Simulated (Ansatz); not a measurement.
TaGaGe: single run (Ansatz)

The input file (Ansatz 0.2.0, plane waves):

```yaml
crystal:
  lattice:
    - [3.270346, 0.0, 0.0]
    - [0.0, 3.270346, 0.0]
    - [0.0, 0.0, 8.245998]
  atoms:
    - { symbol: Ta, position: [0.75, 0.75, 0.73063], spin: 2.0 }
    - { symbol: Ta, position: [0.25, 0.25, 0.26937], spin: 2.0 }
    - { symbol: Ga, position: [0.25, 0.25, 0.9146], spin: 3.0 }
    - { symbol: Ga, position: [0.75, 0.75, 0.0854], spin: 1.0 }
    - { symbol: Ge, position: [0.75, 0.75, 0.4152], spin: 2.0 }
    - { symbol: Ge, position: [0.25, 0.25, 0.5848], spin: 2.0 }
  symmetry: { tolerance: 0.0003 }
kpoints:
  mp_grid: { grid: [6, 6, 3], shift: [0.5, 0.5, 0.5] }
magnetization:
  spin_polarized: true
scf:
  occupations: { method: methfessel_paxton, width: 0.025 }
hamiltonian:
  pseudopotentials: { kind: paw }
  xc: pbe
basis:
  ecutwfc: 420
output:
  forces: true
  stress: true
  eigenvalues: true
  write_density: true
  write_potential: true
  elf: true
  volumetric_format: npy
```

Run with:

```bash
ansatz run input.yaml --threads 1 --pin off --max-ram 2560MiB --backend cpu --events-out ev --progress --plain --runs-dir out
```

Origin of the cell: a known structure type with other elements, at an estimated volume, so it need not be a known compound.

Output (shortened):

```
Warning: where an SCF of this run starts from atoms to list the orders of its open shells, Ga (site 2, from 0) starts with 1.00 μB on its 4p shell, in the place of the 3.00 μB that the deck g […]
Pseudopotentials: kind: paw
Pseudopotential: Ta, paw, valence charge 13, recommended cutoff 420 eV (normal), Ta.paw.azcp
Pseudopotential: Ga, paw, valence charge 13, recommended cutoff 420 eV (normal), Ga.paw.azcp
Pseudopotential: Ge, paw, valence charge 14, recommended cutoff 420 eV (normal), Ge.paw.azcp
Functional definition: PBE
  exchange = pbe_x(kappa = kappa, mu = beta*pi^2/3)
  correlation = pbe_c(beta = beta)
Crystal: 6 atoms, lattice volume = 88.192 Å³
Basis set: ecut = 420 eV, 1739 PW (Γ), exchange–correlation on 48×48×120 points (8 copies of the dense FFT grid, shifted against one another)
Bands: 56, of which v1, the nominal top of the filled ones, is band 40 counted from 1 (39 counted from 0)
Symmetry: 8 space group operations
[… 11 lines left out …]
Starting moments: Σ|m| = 12 μB on 6 of 6 sites
Functional: x = pbe(κ = 0.804, μ = 0.219515), c = pbe(β = 0.066725)
SCF iter   1: F=—  HF=-36011.764255 eV  Δρ=5.87e-2  dr2=1.30e0  dr2_m=2.45e0  M=1.441 μB ∫|m|=1.520 μB
SCF iter   2: F=—  HF=-36015.303932 eV  Δρ=4.23e-2  dr2=8.98e-1  dr2_m=1.26e0  M=1.272 μB ∫|m|=1.319 μB
SCF iter   3: F=—  HF=-36019.720284 eV  Δρ=7.05e-3  dr2=3.24e-1  dr2_m=2.21e-2  M=0.280 μB ∫|m|=0.290 μB
SCF iter   4: F=—  HF=-36019.709578 eV  Δρ=3.55e-3  dr2=9.51e-2  dr2_m=2.69e-3  M=0.094 μB ∫|m|=0.120 μB  defer=134
SCF iter   5: F=—  HF=-36019.710071 eV  Δρ=1.17e-3  dr2=5.38e-3  dr2_m=7.50e-4  M=-0.002 μB ∫|m|=0.018 μB  defer=158
SCF iter   6: F=—  HF=-36019.712588 eV  Δρ=3.12e-4  dr2=1.56e-4  dr2_m=3.33e-5  M=0.006 μB ∫|m|=0.010 μB  defer=170
SCF iter   7: F=—  HF=-36019.713212 eV  Δρ=1.59e-4  dr2=9.99e-5  dr2_m=3.74e-6  M=0.006 μB ∫|m|=0.008 μB  defer=165
SCF iter   8: F=—  HF=-36019.712805 eV  Δρ=1.51e-4  dr2=1.48e-4  dr2_m=2.33e-6  M=0.005 μB ∫|m|=0.006 μB  defer=166
SCF iter   9: F=—  HF=-36019.712782 eV  S|Δr|=    0.00e0  Δρ=6.29e-5  dr2=2.68e-5  dr2_m=4.90e-7  M=0.004 μB ∫|m|=0.005 μB  defer=166
SCF iter  10: F=—  HF=-36019.712780 eV  S|Δr|=    0.00e0  Δρ=3.00e-5  dr2=4.70e-6  dr2_m=1.52e-7  M=0.003 μB ∫|m|=0.004 μB  defer=166
SCF iter  11: F=—  HF=-36019.712778 eV  S|Δr|=    0.00e0  Δρ=1.29e-5  dr2=4.75e-7  dr2_m=7.66e-8  M=0.003 μB ∫|m|=0.003 μB  defer=166
SCF iter  12: F=—  HF=-36019.712778 eV  S|Δr|=    0.00e0  Δρ=7.73e-6  dr2=9.61e-9  dr2_m=4.57e-8  M=0.002 μB ∫|m|=0.002 μB
SCF iter  13: F=—  HF=-36019.712779 eV  S|Δr|=    0.00e0  Δρ=3.98e-6  dr2=1.78e-9  dr2_m=1.12e-8  M=0.001 μB ∫|m|=0.001 μB
SCF iter  14: F=—  HF=-36019.712779 eV  S|Δr|=    0.00e0  Δρ=1.23e-6  dr2=2.59e-9  dr2_m=5.66e-10  M=0.000 μB ∫|m|=0.000 μB
SCF iter  15: F=-36019.712779 eV  HF=-36019.712779 eV  S|Δr|=    0.00e0  Δρ=4.57e-7  dr2=4.76e-10  dr2_m=4.46e-11  M=0.000 μB ∫|m|=0.000 μB
WARN: the starting moments were not kept: the SCF closed with an absolute magnetisation of 6.5e-5 μB, where they sum to 12 μB in size (6 sites). That is at most 0.1 of that sum. Measured as d […]
SCF 1 converged in 15 iterations: F = -36019.712779 eV  dr2 = 4.76e-10
this state was not tested for a lower state beside it, because cold or Methfessel-Paxton smearing, or corrected tetrahedra, fill the levels in a way that the test cannot read (fill_not_monotonic; see scf.lower_state_search)
SCF converged after 15 iterations
Magnetization: 0.0001 μB (40.0000 up, 40.0000 down)
Absolute magnetization: 0.0001 μB (∫|ρ↑−ρ↓|, with the PAW one-centre terms)
Spin contamination: 0.0000 ħ² per cell (⟨S²⟩ above its minimum at these occupations)
Per-site moments (μB) at R_I (Å): [(1.411e-5, 1.072927), (1.408e-5, 1.072927), (8.055e-7, 1.116894), (7.926e-7, 1.116894), (3.059e-6, 1.072927), (3.061e-6, 1.072927)]
Free energy (F): -36019.712779 eV
Harris-Foulkes:  -36019.712779 eV  (|F-HF|=1.82e-10)
Internal energy: -36019.712859 eV  (E = F + TS)
E sigma→0 (E₀):  -36019.712799 eV
Entropy (-TS):   0.000080 eV (0.013 meV/atom)
Fermi energy:    16.795162 eV
--- Per-component energies (eV) ---
  E_band       = -183.530844
  E_kinetic    = 1209.109754
  E_local      = -8069.536353  (includes V_loc(G=0)·N_el)
  E_nonlocal   = 1716.676524
  E_hartree    = 3649.683807
  E_xc         = -737.727616
  E_vxc        = -668.681871  (∫ρ·V_xc dr)
  E_paw        = -24808.882873  (= ΣΔE_a)
  E_vpaw       = -1670.468033  (= ΣTr[D̂ρ^β])
  E_aug_tail   = 0.000843  (compensation charges beyond the density's cutoff)
  E_ewald      = -8979.036944
  E_smearing   = 0.000080  (= −TS)
  Σ components = -36019.712779   (vs F -36019.712779, Δ=0.00e0)
--- Forces (eV/Å), atoms counted from 1 ---
  atom   1  Ta    -0.000000     0.000000     1.520220
  atom   2  Ta    -0.000000     0.000000    -1.520220
  atom   3  Ga    -0.000000     0.000000     0.548411
  atom   4  Ga     0.000000     0.000000    -0.548411
  atom   5  Ge     0.000000     0.000000    -0.040270
  atom   6  Ge    -0.000000     0.000000     0.040270
  max |Σ_I F_I| component: 9.84e-9 eV/Å
--- Stress (GPa, compression-positive) ---
       21.298424       0.000000      -0.000000
        0.000000      21.298424       0.000000
        0.000000       0.000000      34.503245
  P = ⅓ Tr σ = 25.7000 GPa (257.000 kbar)
```

Caveats: a starting moment was lost; no moments, though an odd count or open d shells may carry them; no spin-orbit coupling, though heavy elements are present; the given cell is far from equilibrium, with atoms too close or a volume far off; the k mesh is coarse if the cell is a metal; typed moments were cut to what the open shells hold.

It ran for 38 s of wall time on 1 CPU thread(s) of a shared host, from the program's own first density.
